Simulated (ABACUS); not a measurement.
Set-up for a self-consistent single point of Ta₂O₅ (P2/m, 7 atoms in the cell; from Materials Project mp-1238961, changed as shown).

```xyz
7
Lattice="3.7630 0.0000 0.0000 0.0000 3.7839 0.0000 -1.7818 0.0000 6.3957" Properties=species:S:1:pos:R:3 pbc="T T T"
Ta     1.0342     0.0000     5.0610
Ta     0.9470     0.0000     1.3347
O      1.0691     1.8919     5.1059
O      0.9121     1.8919     1.2898
O     -0.8372     0.0000     5.5682
O      2.8184     0.0000     0.8275
O      0.9906     0.0000     3.1978
```

Computed with PBEsol, PseudoDojo 0.4 standard norm-conserving PBEsol (tails mended) pseudopotentials (plane waves; ABACUS).

ABACUS settings:

* **KPT**: Gamma 4 4 2 0 0 0
* **basis_type**: pw
* **dft_functional**: PBESOL
* **ecutwfc**: 84 Ry
* **smearing_method**: fd
* **smearing_sigma**: 0.000734986 Ry
* **potentials**: PseudoDojo 0.4 standard norm-conserving PBEsol (tails mended)
* **symmetry**: 1
* **ks_solver**: dav_subspace
* **scf_nmax**: 100
* **scf_thr**: 1.0e-09 Ry
* **mixing_type**: broyden
* **mixing_beta**: 0.4

Results:

- Number of valence electrons: 56
- Number of bands: 38
- Number of k-points after the program's reduction: 18
- Number of plane waves (most at a k-point): 8015
- Number of SCF iterations: 12
- FFT grid: 45 × 45 × 75
- Free energy E − TS: -5793.8445 eV
- Top of the valence band (on the code's own zero): 7.71 eV
- Gap on the k-point mesh: 2.32 eV
- Pressure: 13.08 GPa
- Largest force (vector length): 0.158 eV/Å

Forces (eV/Å):
```
atom      Fx     Fy      Fz
----  ------  -----  ------
Ta1   -0.050  0.000   0.150
Ta2    0.050  0.000  -0.150
O3     0.087  0.000   0.107
O4    -0.087  0.000  -0.107
O5    -0.055  0.000  -0.053
O6     0.055  0.000   0.053
O7     0.000  0.000   0.000
```

Stress (GPa, positive for compression):
```
11.16   0.00   0.03
 0.00  15.83   0.00
 0.03   0.00  12.23
```

The gap is read on the k-point mesh of the run and can differ from the gap over the whole zone at this level.

For comparison: a first run was changed to give this one (volume scaled by 0.94), and from it to this one the free energy goes up by 25.0 meV/atom, the pressure goes from -2.68 to 13.08 GPa, the largest force goes from 0.067 to 0.158 eV/Å and the gap on the mesh goes from 2.176 to 2.323 eV.

Spin-orbit coupling is left out, which matters for bands and gaps with elements this heavy. The structure comes from a collection of computed structures, made at another level of theory; the collection holds predicted forms beside known ones.

Cost on one core: very roughly 80 core-seconds.

“Tails mended”: in these copies of the files the far tail of each local potential was reset to the Coulomb form.
